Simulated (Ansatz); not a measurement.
A geometry of Ga₂O₃ away from equilibrium: step 2 of the relaxation of a relaxed Ga2O3 cell shaken by Gaussian noise of σ = 0.08 Å a coordinate. Computed with r2SCAN (plane waves to 500 eV, PAW, scalar-relativistic; Ansatz, a quantum-chemistry and plane-wave program). Γ-centred k-mesh 5×5×5 on the run's cell (coarser than for final values), Fermi–Dirac smearing 0.05 eV.

```xyz
10
Lattice="4.7687 -0.0016 -0.0456 -0.0016 4.7307 0.0070 -0.0456 0.0070 4.7387" Properties=species:S:1:pos:R:3:forces:R:3 pbc="T T T" free_energy=-18570.309 pressure_GPa=1.7
Ga     3.5793     3.5984     3.4588    0.1210   -0.7249   -0.1398
Ga     1.2234     1.2994     3.7243   -0.6275   -1.0207   -1.5470
Ga     1.1334     3.5349     1.2490   -0.1189    0.5429   -0.0423
Ga     3.5048     1.1702     1.1202    0.7583    0.1549    0.6956
O     -0.0941     2.3490     2.3164   -0.3588    0.0292   -0.1658
O      2.3467    -0.1327     2.3988   -0.0727   -0.3076    0.3578
O      2.4660     2.4361    -0.1261    0.7186    0.5303    0.1843
O      2.2976     0.0745     0.0741   -0.4422   -0.0681   -0.1294
O      0.0711     2.4033    -0.0674   -0.1778    0.4767    0.9324
O     -0.0328     0.0076     2.3744    0.2000    0.3873   -0.1459
```

Positions in Å, forces in eV/Å, free energy of the cell in eV (comparable only within this code, potentials and settings). Largest force: 1.96 eV/Å, on Ga2 (atoms numbered as listed); the geometry lies 0.74 eV/atom above the end of its relaxation.

No spin polarisation in the result.

Of the parent cell (Pn-3m (No. 224)): it is a generated cell of Ga2O3: the first start was made by a random draw of sites in a space group, and the end was not matched to a known phase here, so it may be hypothetical. Known forms of Ga2O3 include space group No. 12, 167.
